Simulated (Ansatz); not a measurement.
input.yaml

```yaml
crystal:
  lattice:
    - [4.3983, 0.0, 0.0]
    - [0.0, 4.3983, 0.0]
    - [0.0, 0.0, 2.873]
  atoms:
    - { symbol: Mn, position: [0.0, 0.0, 0.0], spin: 4.0 }
    - { symbol: Mn, position: [0.5, 0.5, 0.5], spin: 4.0 }
    - { symbol: O, position: [0.30515, 0.30515, 0.0] }
    - { symbol: O, position: [0.19485, 0.80515, 0.5] }
    - { symbol: O, position: [0.69485, 0.69485, 0.0] }
    - { symbol: O, position: [0.80515, 0.19485, 0.5] }
basis:
  ecutwfc: 420
kpoints:
  mp_grid: { grid: [4, 4, 6] }
hamiltonian:
  xc: pbesol
scf:
  occupations: { method: gaussian, width: 0.1 }
  lower_state_search: "off"
output:
  forces: true
  stress: true
  eigenvalues: true
  populations: true
magnetization:
  spin_polarized: true
```

Command:
```bash
ansatz run input.yaml --threads 2 --pin off --max-ram 5120MiB --backend cpu --events-out ev --progress --plain --runs-dir out
```

Method: DFT PBEsol, scalar-relativistic, plane waves, PAW in Ansatz 0.2.0.

Part of what the program printed, abridged:

```
Pseudopotentials: kind: paw
Pseudopotential: Mn, paw, valence charge 15, recommended cutoff 420 eV (normal)
Pseudopotential: O, paw, valence charge 6, recommended cutoff 420 eV (normal)
Functional definition: PBEsol
Crystal: 6 atoms, lattice volume = 55.578 Å³
Basis set: ecut = 420 eV, 1073 PW (Γ), exchange–correlation on 60×60×40 points (8 copies of the dense FFT grid, shifted against one another)
Bands: 38, of which v1, the nominal top of the filled ones, is band 27 counted from 1 (26 counted from 0)
Symmetry: 16 space group operations
Space group: P42/mnm (ITA 136), of the structure as read, at distance tolerance 3.8e-5 Å
Magnetic group: BNS 136.495 (UNI 1155), of the structure as read, at distance tolerance 3.8e-5 Å
k-points: 24 of 96
Initial density: superposition of atomic densities (chi_scale 0.1, normalization cell, long waves kept (reshape's long-wave potential 0.00 eV rms))
Starting moments: Σ|m| = 8 μB on 2 of 6 sites
Initial wavefunctions: pseudopotential atomic-orbital guess
Functional: x = pbesol(κ = 0.804, μ = 0.12345679), c = pbesol(β = 0.046)
SCF iter   1: F=—  HF=-9983.078212 eV  |F-HF|=—  |Δ(HF+E_count)|=         —  Δρ=2.12e-1 (↑8.89e-2 ↓2.12e-1) dr2=4.33e1  dr2_m=3.26e0  M=4.750 μB ∫|m|=5.122 μB  β_m=0.30  ethr=3.10e-3  ⟨swp⟩=5.4  Hψ=6313  notcnv=0
spin=Collinear: Kerker preconditioning applied to the charge; magnetization (m = ρ↑ − ρ↓) channel mixes plain (no charge-response kernel on spin).
SCF iter   2: F=—  HF=-9981.260553 eV  |F-HF|=—  |Δ(HF+E_count)|=    1.82e0  Δρ=1.17e-1 (↑1.17e-1 ↓5.28e-2) dr2=8.41e0  dr2_m=1.43e0  M=6.000 μB ∫|m|=6.434 μB  β_m=0.30  ethr=3.10e-3  ⟨swp⟩=3.2  Hψ=4190  notcnv=0  defer=166
Mixer restart at iter 2: flushing history
spin-set hold released at iteration 2 (the charge has settled, or the pull on large starting moments outlasts its swing): the magnetisation degrees of freedom join the quasi-Newton model from the next iteration; the mixer history was flushed
SCF iter   3: F=—  HF=-9980.448187 eV  |F-HF|=—  |Δ(HF+E_count)|=   8.12e-1  Δρ=4.29e-2 (↑4.29e-2 ↓3.44e-2) dr2=4.13e-1  dr2_m=5.88e-1  M=6.000 μB ∫|m|=6.416 μB  β_m=0.35  ethr=3.10e-3  ⟨swp⟩=3.0  Hψ=3868  notcnv=0  defer=176
SCF iter   4: F=—  HF=-9980.679433 eV  |F-HF|=—  |Δ(HF+E_count)|=   2.31e-1  Δρ=3.25e-2 (↑3.25e-2 ↓2.18e-2) dr2=2.39e-1  dr2_m=2.90e-1  M=6.000 μB ∫|m|=6.347 μB  β_m=0.67  ethr=7.64e-4  ⟨swp⟩=2.0  Hψ=2441  notcnv=0  defer=176
SCF iter   5: F=—  HF=-9980.894772 eV  |F-HF|=—  |Δ(HF+E_count)|=   2.15e-1  Δρ=5.72e-3 (↑5.72e-3 ↓5.24e-3) dr2=1.18e-2  dr2_m=1.23e-2  M=5.981 μB ∫|m|=6.165 μB  β_m=0.84  ethr=4.42e-4  ⟨swp⟩=2.2  Hψ=2837  notcnv=0  defer=176
SCF iter   6: F=—  HF=-9980.903834 eV  |F-HF|=—  |Δ(HF+E_count)|=   9.06e-3  Δρ=2.56e-3 (↑2.04e-3 ↓2.56e-3) dr2=9.44e-3  dr2_m=4.19e-4  M=5.959 μB ∫|m|=6.095 μB  β_m=0.92  ethr=2.19e-5  ⟨swp⟩=2.2  Hψ=3104  notcnv=0  defer=176
SCF iter   7: F=—  HF=-9980.903773 eV  |F-HF|=—  |Δ(HF+E_count)|=   6.09e-5  Δρ=1.35e-3 (↑1.35e-3 ↓6.23e-4) dr2=2.04e-3  dr2_m=9.44e-5  M=5.963 μB ∫|m|=6.095 μB  β_m=0.89  ethr=1.75e-5  ⟨swp⟩=1.1  Hψ=1709  notcnv=0  defer=176
SCF iter   8: F=—  HF=-9980.903587 eV  |F-HF|=—  |Δ(HF+E_count)|=   1.86e-4  Δρ=5.47e-4 (↑1.95e-4 ↓5.47e-4) dr2=1.77e-4  dr2_m=3.93e-5  M=5.967 μB ∫|m|=6.100 μB  β_m=0.95  ethr=3.77e-6  ⟨swp⟩=2.0  Hψ=2353  notcnv=0  defer=177
SCF iter   9: F=—  HF=-9980.903629 eV  |F-HF|=—  |Δ(HF+E_count)|=   4.26e-5  Δρ=1.61e-4 (↑1.61e-4 ↓1.15e-4) dr2=5.10e-5  dr2_m=5.63e-7  M=5.967 μB ∫|m|=6.102 μB  β_m=0.95  ethr=3.28e-7  ⟨swp⟩=2.0  Hψ=2536  notcnv=0  defer=177
SCF iter  10: F=—  HF=-9980.903663 eV  |F-HF|=—  |Δ(HF+E_count)|=   3.35e-5  Δρ=9.51e-5 (↑4.79e-5 ↓9.51e-5) dr2=1.20e-5  dr2_m=4.66e-7  M=5.968 μB ∫|m|=6.102 μB  β_m=0.97  ethr=9.45e-8  ⟨swp⟩=2.6  Hψ=2564  notcnv=0  defer=177
SCF iter  11: F=—  HF=-9980.903662 eV  |F-HF|=—  |Δ(HF+E_count)|=   5.91e-7  Δρ=1.27e-5 (↑1.21e-5 ↓1.27e-5) dr2=2.84e-7  dr2_m=1.95e-8  M=5.968 μB ∫|m|=6.102 μB  β_m=0.99  ethr=2.22e-8  ⟨swp⟩=1.0  Hψ=1645  notcnv=0  defer=177
SCF iter  12: F=-9980.903662 eV  HF=-9980.903662 eV  |F-HF|=4.61e-8  |Δ(HF+E_count)|=   2.32e-8  Δρ=6.04e-6 (↑4.08e-6 ↓6.04e-6) dr2=4.82e-8  dr2_m=8.33e-10  M=5.968 μB ∫|m|=6.103 μB  ethr=1.85e-10  ⟨swp⟩=9.6  Hψ=7158  notcnv=0
SCF 1 converged in 12 iterations: F = -9980.903662 eV  dr2 = 4.82e-8
SCF converged after 12 iterations
Magnetization: 5.9680 μB (29.9840 up, 24.0160 down)
Absolute magnetization: 6.1205 μB (∫|ρ↑−ρ↓|, with the PAW one-centre terms)
Spin contamination: 0.0580 ħ² per cell (⟨S²⟩ above its minimum at these occupations)
Per-site moments (μB) at R_I (Å): [(2.36209909, 0.77528716), (2.36209909, 0.77528716), (0.10048956, 0.77528716), (0.10048956, 0.77528716), (0.10048956, 0.77528716), (0.10048956, 0.77528716)]
Free energy (F): -9980.903662 eV
Harris-Foulkes:  -9980.903662 eV  (|F-HF|=4.61e-8)
Internal energy: -9980.898652 eV  (E = F + TS)
E sigma→0 (E₀):  -9980.901157 eV
Entropy (-TS):   -0.005010 eV (-0.835 meV/atom)
Fermi energy:    10.893614 eV
--- Per-component energies (eV) ---
  E_band       = -585.901790
  E_kinetic    = 1297.165425
  E_local      = -5457.842095  (includes V_loc(G=0)·N_el)
  E_nonlocal   = 669.333066
  E_hartree    = 2141.690763
  E_xc         = -515.519128
  E_vxc        = -662.104693  (∫ρ·V_xc dr)
  E_paw        = -3138.260713  (= ΣΔE_a)
  E_vpaw       = -715.854926  (= ΣTr[D̂ρ^β])
  E_aug_tail   = 0.009781  (compensation charges beyond the density's cutoff)
  E_ewald      = -4977.956202
  E_core_change = 0.480452  (= ΣΔE_core)
  E_smearing   = -0.005010  (= −TS)
--- Forces (eV/Å), atoms counted from 1 ---
  atom   1  Mn     0.00000000     0.00000000     0.00000000
  atom   2  Mn     0.00000000     0.00000000     0.00000000
  atom   3  O      0.03445259     0.03445259     0.00000000
  atom   4  O     -0.03445259     0.03445259     0.00000000
  atom   5  O     -0.03445259    -0.03445259     0.00000000
  atom   6  O      0.03445259    -0.03445259     0.00000000
--- Stress (GPa, compression-positive) ---
       -2.209906       0.000000       0.000000
        0.000000      -2.209906       0.000000
        0.000000       0.000000      -5.555501
  P = ⅓ Tr σ = -3.3251 GPa (-33.251 kbar)
--- Band table (eV; the first three rows and the last of 48) ---
  k-point 0 ↑: bands = ["-70.8334", "-70.8305", "-39.7094", "-39.7008", "-39.6363", "-39.6363", "-39.5616", "-39.5616", "-9.2438", "-7.3574", "-6.9269", "-6.9269", "2.6373", "3.3120", "3.9825", "4.8308", "4.8308", "6.6358", "6.6358", "7.1874", "8.0467", "8.2067", "8.3254", "8.3254", "8.4822", "9.0546", "9.5463", "9.5463", "10.1294", "10.6515", "10.7725", "13.5611", "13.5611", "14.2942", "18.2429", "21.5435", "21.5435", "24.0749"]
  k-point 1 ↑: bands = ["-70.8310", "-70.8285", "-39.7370", "-39.7297", "-39.6314", "-39.6314", "-39.5601", "-39.5601", "-8.9710", "-7.2781", "-6.9775", "-6.9775", "3.0108", "3.5695", "4.3016", "4.6628", "4.6628", "6.1672", "7.0454", "7.0454", "7.1952", "7.7435", "7.7435", "8.2439", "8.6070", "9.1656", "9.7829", "10.0156", "10.0156", "10.6409", "11.1367", "13.0582", "13.0582", "13.8695", "19.1292", "22.6028", "22.6028", "24.4632"]
  k-point 2 ↑: bands = ["-70.8259", "-70.8245", "-39.7917", "-39.7875", "-39.6214", "-39.6214", "-39.5572", "-39.5572", "-8.2871", "-7.2306", "-7.0804", "-7.0804", "3.8667", "4.0915", "4.7067", "4.7067", "4.9526", "5.2087", "5.7950", "6.6858", "6.6858", "7.6207", "7.6207", "7.8211", "8.5659", "9.1017", "9.4205", "10.2731", "10.5176", "10.5176", "11.7204", "12.5746", "12.5746", "12.8550", "21.0559", "24.3983", "24.5351", "24.5351"]
  k-point 23 ↓: bands = ["-67.7941", "-67.7941", "-36.8927", "-36.8927", "-36.6597", "-36.6597", "-36.5893", "-36.5893", "-7.1496", "-7.1496", "-7.0323", "-7.0323", "4.2020", "4.2020", "4.6269", "4.6269", "5.9068", "5.9068", "6.7038", "6.7038", "8.9023", "8.9023", "9.3188", "9.3188", "11.8995", "11.8995", "11.9330", "11.9330", "12.3706", "12.3706", "14.0194", "14.0194", "14.2443", "14.2443", "22.4312", "22.4312", "24.3775", "24.3775"]
--- Löwdin populations: 6 sites ---
  site symbol q [e]    m [muB]
     0     Mn     13.6505     2.6761
     1     Mn     13.6505     2.6761
     2      O      6.6240     0.1440
     3      O      6.6240     0.1440
     4      O      6.6240     0.1440
     5      O      6.6240     0.1440
  spilling = 0.003757 (of n_electrons = 54.000000)
```

The run converged.

Time: 4.2 s on 2 threads of Arm Neoverse V2, with other jobs on the host, peak memory 0.36 GiB.

The k mesh is coarse. Moments started parallel, and an antiferromagnetic order may lie lower.